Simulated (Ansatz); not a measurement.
Total density of states per atom from DFT-r²SCAN in the program Ansatz with PAW potentials, in 0.25 eV bins, energy from the Fermi level:

| E (eV) | states/eV/atom |
|---|---|
| -7.85 | 0.35 |
| -7.60 | 0.09 |
| -7.35 | 0.00 |
| -7.10 | 0.00 |
| -6.85 | 0.00 |
| -6.60 | 0.00 |
| -6.35 | 0.00 |
| -6.10 | 0.03 |
| -5.85 | 0.10 |
| -5.60 | 0.69 |
| -5.35 | 1.96 |
| -5.10 | 1.59 |
| -4.85 | 1.30 |
| -4.60 | 0.93 |
| -4.35 | 3.50 |
| -4.10 | 0.88 |
| -3.85 | 0.74 |
| -3.60 | 0.85 |
| -3.35 | 0.89 |
| -3.10 | 0.72 |
| -2.85 | 0.55 |
| -2.60 | 0.45 |
| -2.35 | 0.42 |
| -2.10 | 0.44 |
| -1.85 | 0.53 |
| -1.60 | 0.55 |
| -1.35 | 0.50 |
| -1.10 | 0.50 |
| -0.85 | 0.51 |
| -0.60 | 0.50 |
| -0.35 | 0.53 |
| -0.10 | 0.54 |
| 0.15 | 0.37 |
| 0.40 | 0.42 |
| 0.65 | 0.50 |
| 0.90 | 0.46 |
| 1.15 | 0.41 |
| 1.40 | 0.35 |
| 1.65 | 0.52 |
| 1.90 | 0.36 |
| 2.15 | 0.24 |
| 2.40 | 0.36 |
| 2.65 | 0.38 |
| 2.90 | 0.37 |
| 3.15 | 0.40 |
| 3.40 | 0.33 |
| 3.65 | 0.42 |
| 3.90 | 0.52 |
| 4.15 | 0.57 |
| 4.40 | 0.61 |
| 4.65 | 0.60 |

Pick the material that matches.
A) SiC, P6_3mc (Pearson symbol hP16)
B) CaSe, rock salt
C) Sb3Au, Im-3m (Sb on 6b, Au on 2a)
D) NaF, rock salt

C, Sb3Au, Im-3m (Sb on 6b, Au on 2a). Within 0.5 eV of the Fermi level: Sb 5p 75 %, Sb 5s 9 %, Au 5d 6 %, outside the projected shells 6 %. Projections are on Löwdin-orthogonalised atomic valence shells; empty p or d shells of many metals are not among them.

The workflow started from an entry of the Crystallography Open Database (COD). Its standing as an ambient phase is unchecked. The cell was relaxed with r²SCAN under the symmetry of its start; of distortions, only those at the zone centre were tested. Scalar-relativistic: spin–orbit coupling is off unless named, which matters more the heavier the elements.

Potentials: the later of the program's two PAW sets.
